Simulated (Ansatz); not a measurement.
W:
```cif
data_W
_chemical_formula_sum 'W1'
_space_group_name_H-M_alt 'P 1'
_space_group_IT_number 1
_cell_length_a 2.80936
_cell_length_b 2.80936
_cell_length_c 2.80936
_cell_angle_alpha 60.000
_cell_angle_beta 60.000
_cell_angle_gamma 60.000
loop_
_space_group_symop_operation_xyz
  'x, y, z'
loop_
_atom_site_label
_atom_site_type_symbol
_atom_site_fract_x
_atom_site_fract_y
_atom_site_fract_z
_atom_site_occupancy
W1 W 0.00000 0.00000 0.00000 1
```

Relaxed with LDA.

### Question
Which orbitals make up the states near the Fermi level in plane-wave PAW LDA (Ansatz code)?

### Answer
Within 0.5 eV of the Fermi level: W 5d 89 %, W 6s 5 %, outside the projected shells 5 %. Projections are on Löwdin-orthogonalised atomic valence shells; empty p or d shells of many metals are not among them.

### Question
Tabulate the density of states.

### Answer
States/eV per cell of 1 atom, in 0.25 eV bins, energy from the Fermi level.

```csv
E (eV),total,W 5d,W 6s,W 5p
-7.85,0.07,0.00,0.06,0.00
-7.60,0.08,0.00,0.07,0.00
-7.35,0.09,0.00,0.08,0.00
-7.10,0.11,0.01,0.09,0.00
-6.85,0.12,0.01,0.10,0.00
-6.60,0.14,0.02,0.11,0.00
-6.35,0.17,0.03,0.13,0.01
-6.10,0.21,0.05,0.14,0.01
-5.85,0.35,0.14,0.18,0.01
-5.60,0.59,0.35,0.22,0.01
-5.35,0.75,0.48,0.24,0.01
-5.10,0.80,0.55,0.22,0.01
-4.85,0.84,0.61,0.20,0.01
-4.60,0.96,0.77,0.17,0.01
-4.35,0.98,0.83,0.13,0.01
-4.10,0.96,0.84,0.10,0.01
-3.85,0.96,0.87,0.07,0.01
-3.60,0.82,0.75,0.05,0.01
-3.35,0.60,0.57,0.02,0.01
-3.10,0.82,0.78,0.01,0.01
-2.85,1.17,1.10,0.03,0.02
-2.60,0.86,0.81,0.02,0.01
-2.35,0.82,0.77,0.02,0.01
-2.10,0.92,0.85,0.04,0.01
-1.85,1.07,0.97,0.06,0.01
-1.60,1.12,1.00,0.08,0.02
-1.35,1.18,1.04,0.09,0.02
-1.10,1.31,1.14,0.10,0.02
-0.85,1.26,1.09,0.10,0.01
-0.60,1.18,1.03,0.09,0.01
-0.35,1.25,1.12,0.07,0.01
-0.10,1.36,1.23,0.07,0.01
0.15,1.01,0.89,0.05,0.01
0.40,0.81,0.71,0.04,0.00
0.65,0.75,0.67,0.03,0.00
0.90,0.71,0.66,0.02,0.00
1.15,0.70,0.65,0.02,0.00
1.40,0.94,0.87,0.03,0.00
1.65,1.09,1.01,0.04,0.00
1.90,0.85,0.78,0.03,0.00
2.15,0.72,0.66,0.03,0.00
2.40,0.63,0.58,0.02,0.00
2.65,0.67,0.62,0.02,0.00
2.90,0.67,0.62,0.02,0.00
3.15,0.64,0.60,0.02,0.00
3.40,0.62,0.58,0.02,0.00
3.65,0.64,0.59,0.02,0.00
3.90,0.66,0.61,0.02,0.00
4.15,0.70,0.65,0.02,0.00
4.40,0.77,0.72,0.03,0.00
4.65,0.94,0.88,0.03,0.00
```

Space group Fm-3m (fcc (Cu type)). The workflow started from an entry of the Crystallography Open Database (COD), which files this formula under 6 space groups. It is not the phase usual at ambient conditions (space group No. 229). The LDA relaxation kept the symmetry of its start. At this level the phase is mechanically unstable. No spin polarisation was allowed. Scalar-relativistic: spin–orbit coupling is off unless named, which matters more the heavier the elements.

Potentials: the earlier of the program's two PAW sets. The files were generated under PBE; for other functionals the program regenerates the frozen cores, and for LDA and PBEsol the local potential too.
